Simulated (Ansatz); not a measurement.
A geometry of SnO away from equilibrium: step 14 of the relaxation of a generated cell, SnO built in the beta-GaS structure type. All values below come from r2SCAN (plane waves to 500 eV, PAW, scalar-relativistic; Ansatz, a quantum-chemistry and plane-wave program). Γ-centred k-mesh 9×9×2 on the run's cell, Fermi–Dirac smearing 0.05 eV. The plane waves were selected for a different cell earlier on the path.

```yaml
crystal:
  lattice:
    - [3.91504, 0.00000, 0.00000]
    - [-1.95752, 3.39053, 0.00000]
    - [0.00000, 0.00000, 16.17160]
  atoms:
    - { symbol: Sn, position: [0.33333, 0.66667, 0.07705] }
    - { symbol: Sn, position: [0.66667, 0.33333, 0.57705] }
    - { symbol: Sn, position: [0.66667, 0.33333, 0.92295] }
    - { symbol: Sn, position: [0.33333, 0.66667, 0.42295] }
    - { symbol: O, position: [0.33333, 0.66667, 0.53937] }
    - { symbol: O, position: [0.66667, 0.33333, 0.03937] }
    - { symbol: O, position: [0.66667, 0.33333, 0.46063] }
    - { symbol: O, position: [0.33333, 0.66667, 0.96063] }
```

### Question
Give the Cartesian forces on all atoms (eV/Å).

### Answer
| atom | Fx | Fy | Fz |
|---|---|---|---|
| Sn1 | 0.00 | 0.00 | 4.41 |
| Sn2 | 0.00 | 0.00 | 4.41 |
| Sn3 | 0.00 | 0.00 | -4.41 |
| Sn4 | 0.00 | 0.00 | -4.41 |
| O5 | 0.00 | 0.00 | 3.64 |
| O6 | 0.00 | 0.00 | 3.64 |
| O7 | 0.00 | 0.00 | -3.64 |
| O8 | 0.00 | 0.00 | -3.64 |

The path ends in P6₃/mmc (No. 194). No spin polarisation in the result.

The run could not lose the symmetry of its start, so the end can be a saddle point.

The end of the path is a generated cell of SnO: the first start was made by placing the elements on the sites of a structure type, and the end was not matched to a known phase here, so it may be hypothetical. Known forms of SnO include space group No. 129.
